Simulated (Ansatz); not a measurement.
input.yaml

```yaml
crystal:
  lattice:
    - [-2.265153, 2.265153, 6.471912]
    - [2.265153, -2.265153, 6.471912]
    - [2.265153, 2.265153, -6.471912]
  atoms:
    - { symbol: Ba, position: [0.0, 0.0, 0.0] }
    - { symbol: Mn, position: [0.75, 0.25, 0.5], spin: 3.97 }
    - { symbol: Mn, position: [0.25, 0.75, 0.5], spin: 3.97 }
    - { symbol: Sb, position: [0.636233, 0.636233, 0.0] }
    - { symbol: Sb, position: [0.363767, 0.363767, 0.0] }
basis:
  ecutwfc: 420
kpoints:
  mp_grid: { grid: [12, 12, 12] }
hamiltonian:
  xc: pbesol
scf:
  occupations: { method: gaussian, width: 0.1 }
output:
  forces: true
  stress: true
  eigenvalues: true
  populations: true
  write_density: true
  write_potential: true
  elf: true
  volumetric_format: npy
magnetization:
  spin_polarized: true
relax:
  adjacent_minimum: "off"
  f_tol: 0.005
  max_steps: 80
  cell: { stress_tol: 0.05 }
```

Launched with
```bash
ansatz run input.yaml --threads 2 --pin off --max-ram 5120MiB --backend cpu --events-out ev --progress --plain --runs-dir out
```

Level of theory: DFT PBEsol, scalar-relativistic, plane waves, PAW in Ansatz 0.2.0.

Abridged output:

```
Pseudopotentials: kind: paw
Pseudopotential: Ba, paw, valence charge 10, recommended cutoff 420 eV (normal)
Pseudopotential: Mn, paw, valence charge 15, recommended cutoff 420 eV (normal)
Pseudopotential: Sb, paw, valence charge 15, recommended cutoff 420 eV (normal)
Functional definition: PBEsol
Crystal: 5 atoms, lattice volume = 132.827 Å³
Basis set: ecut = 420 eV, 2573 PW (Γ), exchange–correlation on 100×100×100 points (8 copies of the dense FFT grid, shifted against one another)
Bands: 47, of which v1, the nominal top of the filled ones, is band 35 counted from 1 (34 counted from 0)
Symmetry: 16 space group operations
Space group: I4/mmm (ITA 139), of the structure as read, at distance tolerance 5.1e-5 Å
Magnetic group: BNS 139.531 (UNI 1191), of the structure as read, at distance tolerance 5.1e-5 Å
k-points: 163 of 1728
Initial density: superposition of atomic densities (chi_scale 0.1, normalization cell, long waves kept (reshape's long-wave potential 0.01 eV rms))
Starting moments: Σ|m| = 7.94 μB on 2 of 5 sites
Initial wavefunctions: pseudopotential atomic-orbital guess
Functional: x = pbesol(κ = 0.804, μ = 0.12345679), c = pbesol(β = 0.046)
SCF iter   1: F=—  HF=-26417.254289 eV  |F-HF|=—  |Δ(HF+E_count)|=         —  Δρ=2.29e-2 (↑2.29e-2 ↓1.65e-2) dr2=3.63e0  dr2_m=5.41e-2  M=7.772 μB ∫|m|=8.154 μB  β_m=0.30  ethr=3.10e-3  ⟨swp⟩=10.9  Hψ=76083  notcnv=0  defer=30
Mixer restart at iter 1: flushing history
spin=Collinear: Kerker preconditioning applied to the charge; magnetization (m = ρ↑ − ρ↓) channel mixes plain (no charge-response kernel on spin).
SCF iter   2: F=—  HF=-26417.329999 eV  |F-HF|=—  |Δ(HF+E_count)|=   7.57e-2  Δρ=1.42e-2 (↑1.42e-2 ↓1.27e-2) dr2=1.98e0  dr2_m=1.33e-2  M=7.727 μB ∫|m|=8.118 μB  β_m=0.60  ethr=3.10e-3  ⟨swp⟩=2.6  Hψ=20847  notcnv=0  defer=1412
SCF iter   3: F=—  HF=-26417.482266 eV  |F-HF|=—  |Δ(HF+E_count)|=   1.52e-1  Δρ=6.60e-3 (↑3.31e-3 ↓6.60e-3) dr2=2.18e-1  dr2_m=6.64e-3  M=7.613 μB ∫|m|=8.033 μB  β_m=0.70  ethr=2.83e-3  ⟨swp⟩=3.6  Hψ=31720  notcnv=0  defer=1417
SCF iter   4: F=—  HF=-26417.484337 eV  |F-HF|=—  |Δ(HF+E_count)|=         —  Δρ=7.61e-3 (↑7.61e-3 ↓2.41e-3) dr2=4.78e-2  dr2_m=2.29e-2  M=7.490 μB ∫|m|=7.928 μB  β_m=0.70  ethr=3.11e-4  ⟨swp⟩=3.5  Hψ=33533  notcnv=0  defer=1345
Mixer restart at iter 4: flushing history
SCF iter   5: F=—  HF=-26417.481204 eV  |F-HF|=—  |Δ(HF+E_count)|=   3.13e-3  Δρ=2.40e-3 (↑2.40e-3 ↓1.53e-3) dr2=2.85e-2  dr2_m=3.92e-4  M=7.544 μB ∫|m|=7.968 μB  β_m=0.63  ethr=6.83e-5  ⟨swp⟩=2.2  Hψ=29455  notcnv=0  defer=1345
SCF iter   6: F=—  HF=-26417.474010 eV  |F-HF|=—  |Δ(HF+E_count)|=   7.19e-3  Δρ=1.52e-3 (↑1.52e-3 ↓7.95e-4) dr2=6.11e-3  dr2_m=2.82e-4  M=7.549 μB ∫|m|=7.971 μB  β_m=0.69  ethr=4.07e-5  ⟨swp⟩=2.0  Hψ=28658  notcnv=0  defer=1345
SCF iter   7: F=—  HF=-26417.475272 eV  |F-HF|=—  |Δ(HF+E_count)|=   1.26e-3  Δρ=5.81e-4 (↑3.47e-4 ↓5.81e-4) dr2=1.27e-3  dr2_m=4.58e-5  M=7.578 μB ∫|m|=7.995 μB  β_m=0.84  ethr=8.73e-6  ⟨swp⟩=2.1  Hψ=26443  notcnv=0  defer=1343
SCF iter   8: F=—  HF=-26417.475742 eV  |F-HF|=—  |Δ(HF+E_count)|=   4.70e-4  Δρ=1.08e-4 (↑9.63e-5 ↓1.08e-4) dr2=1.01e-4  dr2_m=2.62e-7  M=7.597 μB ∫|m|=8.011 μB  β_m=0.92  ethr=1.82e-6  ⟨swp⟩=2.0  Hψ=23396  notcnv=0  defer=1343
SCF iter   9: F=—  HF=-26417.475739 eV  |F-HF|=—  |Δ(HF+E_count)|=   2.95e-6  Δρ=9.97e-5 (↑3.41e-5 ↓9.97e-5) dr2=3.33e-5  dr2_m=2.07e-6  M=7.599 μB ∫|m|=8.013 μB  β_m=0.93  ethr=1.45e-7  ⟨swp⟩=2.7  Hψ=26592  notcnv=0  defer=1343
SCF iter  10: F=—  HF=-26417.475741 eV  |F-HF|=—  |Δ(HF+E_count)|=   2.58e-6  Δρ=3.71e-5 (↑1.21e-5 ↓3.71e-5) dr2=5.26e-6  dr2_m=2.57e-7  M=7.599 μB ∫|m|=8.013 μB  β_m=0.93  ethr=4.76e-8  ⟨swp⟩=2.6  Hψ=24665  notcnv=0  defer=1343
SCF iter  11: F=—  HF=-26417.475741 eV  |F-HF|=—  |Δ(HF+E_count)|=   1.44e-7  Δρ=3.81e-6 (↑3.22e-6 ↓3.81e-6) dr2=1.31e-7  dr2_m=1.14e-9  M=7.599 μB ∫|m|=8.013 μB  β_m=0.97  ethr=7.51e-9  ⟨swp⟩=2.0  Hψ=20372  notcnv=0  defer=1343
SCF iter  12: F=-26417.475741 eV  HF=-26417.475741 eV  |F-HF|=3.88e-9  |Δ(HF+E_count)|=   2.05e-8  Δρ=1.67e-6 (↑1.16e-6 ↓1.67e-6) dr2=9.23e-9  dr2_m=1.31e-9  M=7.599 μB ∫|m|=8.013 μB  ethr=1.43e-10  ⟨swp⟩=16.9  Hψ=128126  notcnv=0
SCF 1 converged in 12 iterations: F = -26417.475741 eV  dr2 = 9.23e-9
relax step   1: F+E_penalty+E_count = -26417.47574132 eV  Δ(F+E_penalty+E_count) = +0.000e0 eV  max|allowed force component| = 1.553e-1 eV/Å  Δτ_max = 0.0000 Å  P = -2.912 GPa  Ω = 132.827 Å³  (12 SCF iters, dr2 threshold 1.00e-7 eV, accepted)
Crystal: 5 atoms, lattice volume = 123.422 Å³
Basis set: ecut = 420 eV, 2421 PW (Γ), exchange–correlation on 100×100×100 points (8 copies of the dense FFT grid, shifted against one another)
Initial density: handed on by an earlier stage of this run
Starting moments: Σ|m| = 7.94 μB on 2 of 5 sites; this step starts from the density that it was given
Initial wavefunctions: those handed on with the density
SCF iter   1: F=—  HF=-26417.569186 eV  |F-HF|=—  |Δ(HF+E_count)|=         —  Δρ=9.43e-3 (↑9.43e-3 ↓7.46e-3) dr2=3.83e-2  dr2_m=7.70e-2  M=7.178 μB ∫|m|=7.611 μB  β_m=0.30  ethr=5.39e-5  ⟨swp⟩=2.0  Hψ=90164  notcnv=0
spin=Collinear: Kerker preconditioning applied to the charge; magnetization (m = ρ↑ − ρ↓) channel mixes plain (no charge-response kernel on spin).
SCF iter   2: F=—  HF=-26417.560588 eV  |F-HF|=—  |Δ(HF+E_count)|=   8.60e-3  Δρ=6.14e-3 (↑6.14e-3 ↓5.95e-3) dr2=2.45e-2  dr2_m=3.91e-2  M=7.163 μB ∫|m|=7.600 μB  β_m=0.65  ethr=5.39e-5  ⟨swp⟩=1.6  Hψ=18078  notcnv=0
SCF iter   3: F=—  HF=-26417.561193 eV  |F-HF|=—  |Δ(HF+E_count)|=   6.05e-4  Δρ=2.69e-3 (↑2.69e-3 ↓8.97e-4) dr2=4.98e-3  dr2_m=2.91e-3  M=7.103 μB ∫|m|=7.546 μB  β_m=0.61  ethr=3.50e-5  ⟨swp⟩=2.4  Hψ=27438  notcnv=0
SCF iter   4: F=—  HF=-26417.558886 eV  |F-HF|=—  |Δ(HF+E_count)|=   2.31e-3  Δρ=6.00e-4 (↑6.00e-4 ↓2.50e-4) dr2=1.40e-3  dr2_m=1.48e-4  M=7.108 μB ∫|m|=7.549 μB  β_m=0.68  ethr=7.12e-6  ⟨swp⟩=2.0  Hψ=28855  notcnv=0  defer=1
SCF iter   5: F=—  HF=-26417.558864 eV  |F-HF|=—  |Δ(HF+E_count)|=   2.24e-5  Δρ=3.04e-4 (↑1.04e-4 ↓3.04e-4) dr2=1.22e-4  dr2_m=2.74e-5  M=7.121 μB ∫|m|=7.558 μB  β_m=0.84  ethr=2.00e-6  ⟨swp⟩=1.8  Hψ=18563  notcnv=0  defer=1
SCF iter   6: F=—  HF=-26417.558979 eV  |F-HF|=—  |Δ(HF+E_count)|=   1.15e-4  Δρ=1.11e-4 (↑3.60e-5 ↓1.11e-4) dr2=2.08e-5  dr2_m=3.69e-6  M=7.129 μB ∫|m|=7.565 μB  β_m=0.92  ethr=1.75e-7  ⟨swp⟩=2.0  Hψ=25704  notcnv=0  defer=2
SCF iter   7: F=—  HF=-26417.558988 eV  |F-HF|=—  |Δ(HF+E_count)|=   8.51e-6  Δρ=3.28e-5 (↑3.28e-5 ↓1.76e-5) dr2=3.61e-6  dr2_m=1.12e-7  M=7.131 μB ∫|m|=7.567 μB  β_m=0.96  ethr=2.98e-8  ⟨swp⟩=2.0  Hψ=21468  notcnv=0  defer=3
SCF iter   8: F=—  HF=-26417.558988 eV  |F-HF|=—  |Δ(HF+E_count)|=   1.29e-7  Δρ=9.55e-6 (↑5.51e-6 ↓9.55e-6) dr2=4.04e-7  dr2_m=8.71e-9  M=7.131 μB ∫|m|=7.567 μB  β_m=0.98  ethr=5.16e-9  ⟨swp⟩=2.2  Hψ=24284  notcnv=0  defer=3
SCF iter   9: F=-26417.558988 eV  HF=-26417.558988 eV  |F-HF|=9.15e-9  |Δ(HF+E_count)|=   1.98e-8  Δρ=3.42e-6 (↑3.42e-6 ↓1.61e-6) dr2=2.11e-8  dr2_m=4.04e-9  M=7.131 μB ∫|m|=7.567 μB  ethr=5.77e-10  ⟨swp⟩=8.9  Hψ=110175  notcnv=0
   ...
SCF iter   2: F=—  HF=-26417.562050 eV  |F-HF|=—  |Δ(HF+E_count)|=   3.16e-5  Δρ=1.48e-4 (↑1.02e-4 ↓1.48e-4) dr2=6.19e-5  dr2_m=1.37e-5  M=7.163 μB ∫|m|=7.598 μB  β_m=0.65  ethr=2.54e-7  ⟨swp⟩=2.1  Hψ=18286  notcnv=0
SCF iter   3: F=—  HF=-26417.562074 eV  |F-HF|=—  |Δ(HF+E_count)|=   2.40e-5  Δρ=6.03e-5 (↑6.03e-5 ↓5.00e-5) dr2=1.09e-5  dr2_m=2.68e-6  M=7.161 μB ∫|m|=7.596 μB  β_m=0.77  ethr=8.84e-8  ⟨swp⟩=2.0  Hψ=19722  notcnv=0
SCF iter   4: F=—  HF=-26417.562075 eV  |F-HF|=—  |Δ(HF+E_count)|=   5.44e-7  Δρ=2.93e-5 (↑2.93e-5 ↓1.64e-5) dr2=4.17e-6  dr2_m=1.49e-7  M=7.161 μB ∫|m|=7.596 μB  β_m=0.76  ethr=1.55e-8  ⟨swp⟩=2.2  Hψ=24353  notcnv=0
SCF iter   5: F=—  HF=-26417.562073 eV  |F-HF|=—  |Δ(HF+E_count)|=   1.51e-6  Δρ=1.92e-5 (↑1.92e-5 ↓7.04e-6) dr2=5.74e-7  dr2_m=5.61e-8  M=7.160 μB ∫|m|=7.595 μB  β_m=0.76  ethr=5.95e-9  ⟨swp⟩=2.0  Hψ=26242  notcnv=0
SCF iter   6: F=—  HF=-26417.562073 eV  |F-HF|=—  |Δ(HF+E_count)|=   3.97e-7  Δρ=4.63e-6 (↑4.14e-6 ↓4.63e-6) dr2=8.98e-8  dr2_m=6.19e-10  M=7.160 μB ∫|m|=7.595 μB  β_m=0.88  ethr=8.20e-10  ⟨swp⟩=2.0  Hψ=26308  notcnv=0
SCF iter   7: F=—  HF=-26417.562074 eV  |F-HF|=—  |Δ(HF+E_count)|=   1.65e-7  Δρ=1.81e-6 (↑1.13e-6 ↓1.81e-6) dr2=2.99e-9  dr2_m=2.19e-9  M=7.161 μB ∫|m|=7.596 μB  β_m=0.94  ethr=1.28e-10  ⟨swp⟩=2.0  Hψ=26716  notcnv=0
SCF iter   8: F=-26417.562074 eV  HF=-26417.562074 eV  |F-HF|=6.64e-9  |Δ(HF+E_count)|=   8.95e-9  Δρ=1.19e-6 (↑5.71e-7 ↓1.19e-6) dr2=7.14e-9  dr2_m=1.34e-10  M=7.161 μB ∫|m|=7.596 μB  ethr=4.28e-12  ⟨swp⟩=6.9  Hψ=96830  notcnv=0
SCF 5 converged in 8 iterations: F = -26417.562074 eV  dr2 = 7.14e-9
relax step   5: F+E_penalty+E_count = -26417.56207365 eV  Δ(F+E_penalty+E_count) = -2.091e-4 eV  max|allowed force component| = 5.994e-3 eV/Å  Δτ_max = 0.0014 Å  P = -0.001 GPa  Ω = 123.821 Å³  energy of the carried Pulay correction = +1.615e-3 eV  (8 SCF iters, dr2 threshold 4.86e-8 eV, accepted)
Crystal: 5 atoms, lattice volume = 123.804 Å³
SCF iter   1: F=—  HF=-26417.562083 eV  |F-HF|=—  |Δ(HF+E_count)|=         —  Δρ=3.18e-5 (↑3.18e-5 ↓2.47e-5) dr2=1.24e-6  dr2_m=5.47e-7  M=7.161 μB ∫|m|=7.596 μB  β_m=0.65  ethr=1.75e-9  ⟨swp⟩=3.0  Hψ=83369  notcnv=0
spin=Collinear: Kerker preconditioning applied to the charge; magnetization (m = ρ↑ − ρ↓) channel mixes plain (no charge-response kernel on spin).
SCF iter   2: F=—  HF=-26417.562083 eV  |F-HF|=—  |Δ(HF+E_count)|=   9.50e-9  Δρ=1.43e-5 (↑7.30e-6 ↓1.43e-5) dr2=5.49e-7  dr2_m=5.39e-8  M=7.161 μB ∫|m|=7.596 μB  β_m=0.60  ethr=1.75e-9  ⟨swp⟩=3.0  Hψ=25991  notcnv=0
SCF iter   3: F=—  HF=-26417.562083 eV  |F-HF|=—  |Δ(HF+E_count)|=   2.90e-7  Δρ=1.01e-5 (↑1.01e-5 ↓9.53e-6) dr2=2.46e-7  dr2_m=8.79e-8  M=7.161 μB ∫|m|=7.596 μB  β_m=0.80  ethr=7.85e-10  ⟨swp⟩=2.2  Hψ=20007  notcnv=0
SCF iter   4: F=—  HF=-26417.562083 eV  |F-HF|=—  |Δ(HF+E_count)|=   1.08e-7  Δρ=4.08e-6 (↑2.17e-6 ↓4.08e-6) dr2=1.09e-7  dr2_m=1.45e-9  M=7.162 μB ∫|m|=7.597 μB  β_m=0.90  ethr=3.52e-10  ⟨swp⟩=2.0  Hψ=21525  notcnv=0
SCF iter   5: F=—  HF=-26417.562083 eV  |F-HF|=—  |Δ(HF+E_count)|=   2.39e-8  Δρ=2.53e-6 (↑2.53e-6 ↓1.26e-6) dr2=1.20e-8  dr2_m=6.77e-10  M=7.162 μB ∫|m|=7.597 μB  β_m=0.85  ethr=1.55e-10  ⟨swp⟩=2.2  Hψ=26625  notcnv=0
SCF iter   6: F=—  HF=-26417.562083 eV  |F-HF|=—  |Δ(HF+E_count)|=   8.15e-9  Δρ=1.04e-6 (↑9.04e-7 ↓1.04e-6) dr2=4.89e-9  dr2_m=2.33e-11  M=7.162 μB ∫|m|=7.597 μB  β_m=0.92  ethr=1.71e-11  ⟨swp⟩=2.0  Hψ=24910  notcnv=0
SCF iter   7: F=—  HF=-26417.562083 eV  |F-HF|=—  |Δ(HF+E_count)|=   4.79e-9  Δρ=3.00e-7 (↑1.52e-7 ↓3.00e-7) dr2=9.02e-11  dr2_m=5.08e-11  M=7.162 μB ∫|m|=7.597 μB  β_m=0.96  ethr=6.98e-12  ⟨swp⟩=2.1  Hψ=26461  notcnv=0
SCF iter   8: F=-26417.562083 eV  HF=-26417.562083 eV  |F-HF|=5.46e-11  |Δ(HF+E_count)|=  3.27e-10  Δρ=1.21e-7 (↑4.84e-8 ↓1.21e-7) dr2=5.23e-11  dr2_m=1.85e-12  M=7.162 μB ∫|m|=7.597 μB  ethr=1.00e-12  ⟨swp⟩=5.6  Hψ=82601  notcnv=0
SCF 6 converged in 8 iterations: F = -26417.562083 eV  dr2 = 5.23e-11
relax step   6: F+E_penalty+E_count = -26417.56208343 eV  Δ(F+E_penalty+E_count) = -9.778e-6 eV  max|allowed force component| = 4.286e-4 eV/Å  Δτ_max = 0.0009 Å  P = -0.001 GPa  Ω = 123.804 Å³  energy of the carried Pulay correction = +1.618e-3 eV  (8 SCF iters, dr2 threshold 2.25e-9 eV, accepted)
Basis set: ecut = 420 eV, 2437 PW (Γ), exchange–correlation on 96×96×96 points (8 copies of the dense FFT grid, shifted against one another)
Initial wavefunctions: pseudopotential atomic-orbital guess (no wavefunctions were taken with the density)
SCF iter   1: F=—  HF=-26417.560274 eV  |F-HF|=—  |Δ(HF+E_count)|=         —  Δρ=5.23e-5 (↑3.44e-5 ↓5.23e-5) dr2=4.42e-6  dr2_m=4.87e-7  M=7.162 μB ∫|m|=7.597 μB  β_m=0.65  ethr=1.32e-6  ⟨swp⟩=3.0  Hψ=113669  notcnv=0
spin=Collinear: Kerker preconditioning applied to the charge; magnetization (m = ρ↑ − ρ↓) channel mixes plain (no charge-response kernel on spin).
SCF iter   2: F=—  HF=-26417.560343 eV  |F-HF|=—  |Δ(HF+E_count)|=   6.84e-5  Δρ=1.97e-5 (↑1.07e-5 ↓1.97e-5) dr2=4.85e-7  dr2_m=7.02e-8  M=7.162 μB ∫|m|=7.598 μB  β_m=0.63  ethr=6.32e-9  ⟨swp⟩=2.6  Hψ=27278  notcnv=0
SCF iter   3: F=—  HF=-26417.560343 eV  |F-HF|=—  |Δ(HF+E_count)|=   3.50e-7  Δρ=8.23e-6 (↑1.73e-6 ↓8.23e-6) dr2=9.88e-8  dr2_m=2.09e-8  M=7.162 μB ∫|m|=7.597 μB  β_m=0.81  ethr=6.93e-10  ⟨swp⟩=2.1  Hψ=26471  notcnv=0
SCF iter   4: F=—  HF=-26417.560344 eV  |F-HF|=—  |Δ(HF+E_count)|=   5.37e-7  Δρ=9.12e-6 (↑4.60e-6 ↓9.12e-6) dr2=1.36e-7  dr2_m=4.91e-8  M=7.162 μB ∫|m|=7.597 μB  β_m=0.91  ethr=1.41e-10  ⟨swp⟩=2.0  Hψ=25739  notcnv=0
SCF iter   5: F=—  HF=-26417.560344 eV  |F-HF|=—  |Δ(HF+E_count)|=   2.99e-7  Δρ=5.88e-6 (↑4.11e-6 ↓5.88e-6) dr2=1.44e-7  dr2_m=1.37e-9  M=7.162 μB ∫|m|=7.597 μB  β_m=0.78  ethr=1.41e-10  ⟨swp⟩=2.5  Hψ=23233  notcnv=0
SCF iter   6: F=—  HF=-26417.560344 eV  |F-HF|=—  |Δ(HF+E_count)|=   1.33e-7  Δρ=2.03e-6 (↑2.03e-6 ↓1.93e-6) dr2=9.56e-9  dr2_m=3.84e-9  M=7.161 μB ∫|m|=7.597 μB  β_m=0.73  ethr=1.41e-10  ⟨swp⟩=2.0  Hψ=26462  notcnv=0
SCF iter   7: F=—  HF=-26417.560344 eV  |F-HF|=—  |Δ(HF+E_count)|=   3.75e-9  Δρ=9.69e-7 (↑7.74e-7 ↓9.69e-7) dr2=4.90e-9  dr2_m=2.68e-11  M=7.161 μB ∫|m|=7.597 μB  β_m=0.87  ethr=1.37e-11  ⟨swp⟩=2.3  Hψ=24837  notcnv=0
SCF iter   8: F=—  HF=-26417.560344 eV  |F-HF|=—  |Δ(HF+E_count)|=   8.21e-9  Δρ=1.20e-7 (↑1.20e-7 ↓1.06e-7) dr2=7.24e-11  dr2_m=7.99e-13  M=7.161 μB ∫|m|=7.597 μB  β_m=0.90  ethr=7.00e-12  ⟨swp⟩=2.2  Hψ=26468  notcnv=0
SCF iter   9: F=—  HF=-26417.560344 eV  |F-HF|=—  |Δ(HF+E_count)|=  7.28e-12  Δρ=6.30e-8 (↑2.71e-8 ↓6.30e-8) dr2=1.09e-11  dr2_m=6.27e-13  M=7.161 μB ∫|m|=7.597 μB  β_m=0.95  ethr=1.00e-12  ⟨swp⟩=2.0  Hψ=20953  notcnv=0
SCF iter  10: F=-26417.560344 eV  HF=-26417.560344 eV  |F-HF|=1.09e-11  |Δ(HF+E_count)|=  2.18e-11  Δρ=4.93e-8 (↑2.12e-8 ↓4.93e-8) dr2=9.77e-12  dr2_m=2.64e-13  M=7.161 μB ∫|m|=7.597 μB  ethr=1.00e-12  ⟨swp⟩=5.3  Hψ=77423  notcnv=0
SCF 7 converged in 10 iterations: F = -26417.560344 eV  dr2 = 9.77e-12
WARN: an SCF from antiferromagnetic starting moments (0.00, -3.97, 3.97, 0.00, 0.00 Bohr magnetons, atom by atom) was not made, by what the run has read of turns of its moments that order reads lower: the deck asks for what bars it, or types moments that do (magnetization.spin_polarized, in the input reference, names some of the keys), or the run goes by scf.lower_state_search: light, the default, which as a rule tries one only behind a close that has lost an order of both signs, or on which an open d or half-filled 4f shell of a PAW file has lost a moment that was set nearer to Hund's than to what is left; or, under a Hubbard U, one that names an f shell that the input leaves bare beside gi ...
SCF converged after 10 iterations
Magnetization: 7.1614 μB (38.5807 up, 31.4193 down)
Absolute magnetization: 7.6079 μB (∫|ρ↑−ρ↓|, with the PAW one-centre terms)
Spin contamination: 0.2874 ħ² per cell (⟨S²⟩ above its minimum at these occupations)
Per-site moments (μB) at R_I (Å): [(0.03759615, 1.47234318), (3.38314081, 1.09182575), (3.38314081, 1.09182575), (-0.05259156, 1.09182575), (-0.05259156, 1.09182575)]
Free energy (F): -26417.560344 eV
Harris-Foulkes:  -26417.560344 eV  (|F-HF|=1.09e-11)
Internal energy: -26417.539168 eV  (E = F + TS)
E sigma→0 (E₀):  -26417.549756 eV
Entropy (-TS):   -0.021176 eV (-4.235 meV/atom)
Fermi energy:    11.469334 eV
--- Per-component energies (eV) ---
  E_band       = -882.958654
  E_kinetic    = 1195.275075
  E_local      = -9099.215647  (includes V_loc(G=0)·N_el)
  E_nonlocal   = 1289.150848
  E_hartree    = 3995.848667
  E_xc         = -666.672169
  E_vxc        = -618.006114  (∫ρ·V_xc dr)
  E_paw        = -16693.551921  (= ΣΔE_a)
  E_vpaw       = -1641.860427  (= ΣTr[D̂ρ^β])
  E_aug_tail   = -0.000025  (compensation charges beyond the density's cutoff)
  E_ewald      = -6439.528442
  E_core_change = 1.154448  (= ΣΔE_core)
  E_smearing   = -0.021176  (= −TS)
--- Forces (eV/Å), atoms counted from 1 ---
  atom   1  Ba     0.00000000     0.00000000     0.00000000
  atom   2  Mn     0.00000000     0.00000000     0.00000000
  atom   3  Mn     0.00000000     0.00000000     0.00000000
  atom   4  Sb     0.00000000     0.00000000    -0.00051963
  atom   5  Sb     0.00000000     0.00000000     0.00051963
--- Stress (GPa, compression-positive) ---
        0.002072       0.000000       0.000000
        0.000000       0.002072       0.000000
        0.000000       0.000000       0.004548
  P = ⅓ Tr σ = 0.0029 GPa (0.029 kbar)
--- Band table (eV; the first three rows and the last of 326) ---
  k-point 0 ↑: bands = ["-69.0932", "-69.0887", "-38.1382", "-38.1324", "-37.9187", "-37.9187", "-37.8884", "-37.8884", "-17.1512", "-17.1512", "-17.1507", "-17.1437", "-17.1437", "-17.1179", "-17.1116", "-17.1094", "-17.0826", "-17.0787", "-16.3514", "-1.6956", "-1.5575", "-1.5575", "0.5687", "2.5595", "6.2261", "7.9121", "7.9121", "8.2004", "8.5075", "8.6779", "8.6779", "9.1999", "9.3090", "9.7603", "9.9975", "9.9975", "10.3707", "11.5324", "12.5228", "12.5228", "13.8324", "14.0923", "14.3870", "15.0660", "15.2154", "15.7638", "16.2361"]
  k-point 1 ↑: bands = ["-69.0930", "-69.0889", "-38.1380", "-38.1326", "-37.9189", "-37.9165", "-37.8907", "-37.8882", "-17.1524", "-17.1513", "-17.1502", "-17.1439", "-17.1436", "-17.1177", "-17.1112", "-17.1091", "-17.0826", "-17.0789", "-16.3483", "-1.6803", "-1.6152", "-1.5782", "0.6950", "2.5301", "6.3362", "7.7753", "7.9417", "8.2310", "8.4494", "8.5503", "8.7206", "9.2169", "9.3121", "9.7133", "9.7659", "9.9525", "10.5019", "11.3306", "11.9670", "12.9030", "14.1143", "14.2642", "14.4319", "15.0966", "15.5591", "15.8651", "16.1643"]
  k-point 2 ↑: bands = ["-69.0926", "-69.0893", "-38.1374", "-38.1330", "-37.9196", "-37.9105", "-37.8968", "-37.8877", "-17.1545", "-17.1515", "-17.1499", "-17.1446", "-17.1433", "-17.1172", "-17.1100", "-17.1085", "-17.0830", "-17.0794", "-16.3398", "-1.7341", "-1.6408", "-1.6344", "1.0019", "2.4659", "6.5698", "7.4978", "7.9013", "8.0297", "8.3333", "8.6481", "8.7807", "9.2097", "9.2881", "9.5241", "9.5934", "9.8191", "10.5812", "11.0315", "11.3227", "13.6775", "13.7211", "14.4590", "14.8874", "15.2902", "15.7810", "16.0631", "16.1688"]
  k-point 162 ↓: bands = ["-65.4823", "-65.4771", "-34.5034", "-34.4962", "-34.4192", "-34.4192", "-34.3829", "-34.3829", "-17.1668", "-17.1649", "-17.1649", "-17.1528", "-17.1528", "-17.1324", "-17.1226", "-17.1180", "-17.1002", "-17.0984", "-16.3344", "-1.7913", "-1.5184", "-1.5184", "1.5388", "1.5994", "7.9592", "9.1279", "9.2806", "9.2806", "9.3490", "9.3490", "10.9538", "10.9970", "11.2943", "12.7497", "12.7497", "12.9450", "13.0284", "13.5337", "13.5424", "14.4285", "14.4285", "15.2369", "15.2418", "15.4158", "16.2464", "16.2464", "16.3214"]
--- Relaxed structure (6 steps of the walk, 6 accepted, 1 SCFs on fresh bases) ---
  F+E_penalty+E_count = -26417.56034416 eV   max|allowed force component| = 5.196e-4 eV/Å   (the final SCF, on the basis selected at the relaxed cell)
  cell:  # Å, volume = 123.8039 Å³
    - [-2.21944506, 2.21944506, 6.28326937]
    - [2.21944506, -2.21944506, 6.28326937]
    - [2.21944506, 2.21944506, -6.28326937]
  atoms:
    - { symbol: Ba, position: [0.0, 0.0, 0.0] }
    - { symbol: Mn, position: [0.75000000, 0.24999999, 0.50000000] }
    - { symbol: Mn, position: [0.24999999, 0.75000000, 0.50000000] }
    - { symbol: Sb, position: [0.63523657, 0.63523657, 0.0] }
    - { symbol: Sb, position: [0.36476342, 0.36476342, 0.0] }
--- Löwdin populations: 5 sites ---
  site symbol q [e]    m [muB]
     0     Ba      8.4415    -0.0126
     1     Mn     14.4453     3.6217
     2     Mn     14.4453     3.6217
     3     Sb     15.8711    -0.0735
     4     Sb     15.8711    -0.0735
  spilling = 0.013225 (of n_electrons = 70.000000)
```

The relaxation met its thresholds.

The run took 9 min on 2 threads of Intel(R) Xeon(R) Platinum 8488C (Sapphire Rapids), on a shared host, peak memory 1.6 GiB.

The state reached may not be the lowest one. Spin-orbit coupling is left out, which matters for the bands of heavy elements. The program reads another magnetic order as possibly lower. Only parallel moments were tried here.